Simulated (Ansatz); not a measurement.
LaGa2Ni:
```yaml
crystal:
  lattice:
    - [2.11707, -8.78143, 0.00000]
    - [2.11707, 8.78143, 0.00000]
    - [0.00000, 0.00000, 4.24859]
  atoms:
    - { symbol: La, position: [0.14131, 0.85869, 0.00000] }
    - { symbol: La, position: [0.85869, 0.14131, 0.00000] }
    - { symbol: Ga, position: [0.50000, 0.50000, 0.00000] }
    - { symbol: Ga, position: [0.00000, 0.00000, 0.50000] }
    - { symbol: Ga, position: [0.29066, 0.70934, 0.50000] }
    - { symbol: Ga, position: [0.70934, 0.29066, 0.50000] }
    - { symbol: Ni, position: [0.42885, 0.57115, 0.50000] }
    - { symbol: Ni, position: [0.57115, 0.42885, 0.50000] }
```

Relaxed with r²SCAN. Special points in fractions of this cell's reciprocal vectors: Γ (0.000, 0.000, 0.000); Y (-0.500, 0.500, 0.000); C0 (-0.265, 0.735, 0.000); Σ0 (0.265, 0.265, 0.000); Z (0.000, 0.000, 0.500); A0 (0.265, 0.265, 0.500); E0 (-0.265, 0.735, 0.500); T (-0.500, 0.500, 0.500); S (0.000, 0.500, 0.000); R (0.000, 0.500, 0.500).

Question: List the band energies nearest the Fermi level at these points for the program Ansatz at the r²SCAN level (PAW).

Answer: In eV from the Fermi level; about four levels below and three above (degenerate sets whole), none deeper than 8.9 eV; points with the same levels are listed once.

```tsv
k	below	above
Γ	-0.52 -0.41 -0.36 -0.06	0.14 0.52 0.98
Y	-0.49 -0.49 -0.46 -0.14	0.34 0.65 1.00
C0	-1.43 -0.89 -0.86 -0.60	0.40 0.47 1.01
Z	-1.05 -0.42 -0.16 -0.03	0.46 0.71 1.01
A0	-1.03 -0.73 -0.49 -0.45	2.31 2.55 2.58
T	-1.40 -1.34 -0.27 -0.11	1.28 1.41 1.48
S	-1.42 -1.27 -0.60 -0.20	0.04 0.43 1.31
R	-0.89 -0.83 -0.69 -0.20	2.27 2.57 2.58
```

Space group Cmmm. The workflow started from a Materials Project entry (that database holds measured and hypothetical structures alike); the Crystallography Open Database copy checked does not list it. Its standing as an ambient phase is unchecked. Symmetry was held in the r²SCAN relaxation; whether a distortion lowers the energy is not shown. No spin polarisation was allowed. Spin–orbit coupling is left out wherever it is not named.

Potentials: the earlier of the program's two PAW sets.
